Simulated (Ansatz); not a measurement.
SiC (CsCl type, Pm-3m), DFT-PBE in the program Ansatz with PAW potentials, all energies at zero smearing, with the estimated change up to a 700 eV cutoff added, with one set of potentials and settings (totals compare only within such a set). Cell of 2 atoms (1 Si, 1 C): -883.013 eV.

```tsv
element	reference phase	E (eV/atom)
Si	Fd-3m, 2 atoms in the cell	-635.8096
C	P6_3/mmc, 4 atoms in the cell	-250.9479
```

Formation energy per atom, worked out: (-883.013 − 1×(-635.8096) − 1×(-250.9479))/2 = 1.872 eV/atom (181 kJ per mol of atoms), at 0 K, without zero-point energy or fitted corrections.

The cell is a constructed one: a structure type filled with these elements; neither database checked (COD, Materials Project) lists it. It is not the phase usual at ambient conditions (space group No. 186, 216). The PBE relaxation kept the symmetry of its start; its stability against distortions is not shown here. The references are the lowest solids computed at this level, not always the standard phases.

Potentials: the later of the program's two PAW sets.
